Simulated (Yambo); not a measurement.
```
CELL_PARAMETERS angstrom
      0.00000     2.17855     2.17855
      2.17855     0.00000     2.17855
      2.17855     2.17855     0.00000
ATOMIC_POSITIONS crystal
  C  0.00000 0.00000 0.00000
  Si 0.75000 0.75000 0.75000
```

SiC (zinc blende, space group F-43m, No. 216): G0W0@PBEsol in Yambo (6×6×6 Γ-centred k mesh, 76 bands and a 14 Ry block in the screening, 76 bands in G with the Bruneval-Gonze terminator, plasmon pole fitted at 27.2 eV) on wavefunctions from Quantum ESPRESSO. With the symmetry operations that carry no fractional translation, the mesh has 16 irreducible k points, and the gap Γ → X is 2.188 eV.

### Question
What changes when point-group symmetry is switched off and time reversal alone is kept?

### Answer
The mesh then has 112 irreducible points. The exact result doesn't change; the run gives 2.173 eV, and the difference is numerical residue, whose source wasn't traced. Rough time against the symmetric run: about 5× for the empty bands, about 5× for Yambo (3 states against 4).

Geometry relaxed with PBEsol.
